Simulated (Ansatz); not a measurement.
**An elastic constant from a strain scan in Sn**

Level of theory: Ansatz, DFT r2SCAN, scalar-relativistic, plane waves, PAW. The runs took a 500 eV cutoff, a Γ-centred 16×16×16 mesh and Gaussian smearing (0.15 eV). No spin polarisation. Energies are free energies at this smearing, counted from the undisturbed cell; pressure is positive in compression.

Zero of the scan (relaxed at this level):

```yaml
crystal:
  lattice:
    - [0.00000, 3.28310, 3.28310]
    - [3.28310, 0.00000, 3.28310]
    - [3.28310, 3.28310, 0.00000]
  atoms:
    - { symbol: Sn, position: [0.50000, 0.50000, 0.50000] }
    - { symbol: Sn, position: [0.75000, 0.75000, 0.75000] }
```

The cell is strained by ε times the Voigt pattern (0, 1, 0, 0, 0, 0) (xx, yy, zz, yz, xz, xy; engineering shear) with fractional coordinates fixed. The cell holds 2 atoms in V0 = 70.78 Å³. The stress column is τ = (1/V0) dE/dε, got from the stress tensor σ (compression positive) at each point as −det(1 + εP) σ : P(1 + εP)⁻¹, with P the pattern as a tensor.

```
      ε  ΔE (meV/atom)  τ (GPa)
-0.0600              ?        ?
-0.0300          6.899   -2.101
 0.0000          0.000   -0.011
 0.0150          1.591    0.963
 0.0450         14.052    2.765
```

Question: Which combination of elastic constants does this scan measure, and how large is it?

Answer: For small ε, τ = τ0 + Kε with K = pᵀCp, which for this pattern is C11 in the cubic axes. The parabola through τ at ε = -0.0300, 0 and 0.0150 has slope K = 67 GPa at zero. The energies per cell, E = NΔE, of the same two points give K = 2[E(ε₊)/ε₊ − E(ε₋)/ε₋]/[(ε₊ − ε₋)V0] = 68 GPa, in agreement.

Question: Predict the withheld row at ε = -0.0600 from the harmonic law, and compare.

Answer: ΔE = V0(τ0 ε + Kε²/2)/N = 26.603 meV/atom and τ = -4.00 GPa. The calculation gives 28.223 meV/atom and -4.36 GPa: the energy lies 6 % above the harmonic value, as bonds stiffen under compression.

The gap closes along the scan, which can put kinks into the curve.

Cost: 5 runs of about 3.4 core-minutes in all, on Intel Xeon Platinum 8375C (Ice Lake) (shared hosts).